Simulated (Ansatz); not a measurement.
One crystal and one scan (generalised stacking-fault energy along a line) at two levels, PBE (plane waves to 420 eV, PAW, scalar-relativistic; Ansatz, a program for electronic structure) and r2SCAN (plane waves to 500 eV, PAW, scalar-relativistic; Ansatz), each from its own relaxed cell and on its own mesh. The cell shown is that of PBE.

BN (zinc blende) is sheared across one {111} plane, glide cut: the third cell vector gains the shift, so faults repeat every 6.3 Å. The cut lies between planes 0.52 Å apart; the cell height is held.

```xyz
6
Lattice="2.5631 0.0000 0.0000 1.2815 2.2197 0.0000 0.0000 0.0000 6.2782" Properties=species:S:1:pos:R:3 pbc="T T T"
N      2.5631     1.4798     0.2616
N      1.2815     0.7399     2.3543
N      2.5631     0.0000     4.4471
B      0.0000     0.0000     6.0166
B      2.5631     1.4798     1.8311
B      1.2815     0.7399     3.9239
```

In-plane vectors a = (2.563, 0.000) Å, b = (1.282, 2.220) Å, area 5.69 Å². The shift is s times the vector a + b (length 4.439 Å), so s = 1 restores the start. Atoms relax along the normal only. γ = [E(shift) − E(0)] / area.

Energies are extrapolated to zero smearing. BN was relaxed with its symmetry unable to fall. Faults lie only 6.3 Å apart, and holding the cell height raises γ above its relaxed value. Some relaxations began with atoms very close together and may have settled on another branch. Both scans cover s from 0.000 to 0.917.

γ (J/m²), each from zero shift of its own level:

```tsv
s	PBE	r2SCAN
0.000	0.00	0.00
0.083	4.46	4.62
0.167	11.81	withheld
0.250	14.79	15.59
0.333	15.50	16.33
0.417	14.79	15.59
0.500	11.81	withheld
0.583	4.54	4.73
0.667	0.19	0.22
0.750	2.20	2.29
0.833	3.35	3.50
0.917	2.08	2.16
```

**Question.** Estimate the r2SCAN value at 0.167 from the PBE value there and the ratio of the two levels in the two nearest given rows on that side of the minimum.

**Answer.** At 0.250 and 0.083 the ratio r2SCAN/PBE averages 1.045, which gives 1.045 × 11.81 = 12.34 J/m². The calculation gives 12.41 J/m², +5.1 % against PBE.

(The slope of γ gives the shear force per area between the displaced halves; near zero shift its curvature is an elastic stiffness.)
